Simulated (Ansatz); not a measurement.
A geometry of CeO$_{2}$ away from equilibrium: step 3 of the relaxation of a relaxed CeO2 cell shaken by Gaussian noise of σ = 0.08 Å a coordinate. Level of theory: r2SCAN (plane waves to 500 eV, PAW, scalar-relativistic; Ansatz, a program for electronic structure). Γ-centred k-mesh 5×5×5 on the run's cell (coarser than for final values), Fermi–Dirac smearing 0.05 eV.

```
CELL_PARAMETERS angstrom
      5.92360    -0.02076     0.00708
     -2.97977     5.15015     0.02175
      0.00543     0.02238     4.51669
ATOMIC_POSITIONS crystal
  O  0.32341 0.35187 0.25895
  O  0.65294 0.98342 0.25534
  O  0.01307 0.67666 0.25660
  O  0.97551 0.31984 0.73514
  O  0.67068 0.65937 0.73193
  O  0.32953 0.02066 0.73442
  Ce 0.99320 0.00178 0.00933
  Ce 0.65882 0.33491 0.46494
  Ce 0.32890 0.66731 0.54191
```

Predict the force on each atom, in eV/Å.


| atom | Fx | Fy | Fz |
|---|---|---|---|
| O1 | 0.01 | -0.03 | 0.01 |
| O2 | -0.13 | 0.01 | 0.10 |
| O3 | 0.05 | -0.05 | 0.07 |
| O4 | -0.03 | 0.00 | -0.01 |
| O5 | 0.03 | 0.07 | 0.06 |
| O6 | 0.04 | -0.06 | -0.01 |
| Ce7 | 0.07 | 0.00 | -0.11 |
| Ce8 | 0.13 | 0.01 | -0.18 |
| Ce9 | -0.17 | 0.05 | 0.07 |

What is the pressure?

-0.2 GPa, compression positive.

How far above the relaxed end point is this geometry?

0.12 eV/atom; the path ends in P321 (No. 150).

No spin polarisation in the result. No Hubbard U is applied. The f-shell occupation is the one the SCF fell into and was not checked against other states.

The end of the path is a generated cell of CeO2: the first start was made by placing the elements on the sites of a structure type, and the end was not matched to a known phase here, so it may be hypothetical. Known forms of CeO2 include space group No. 225.
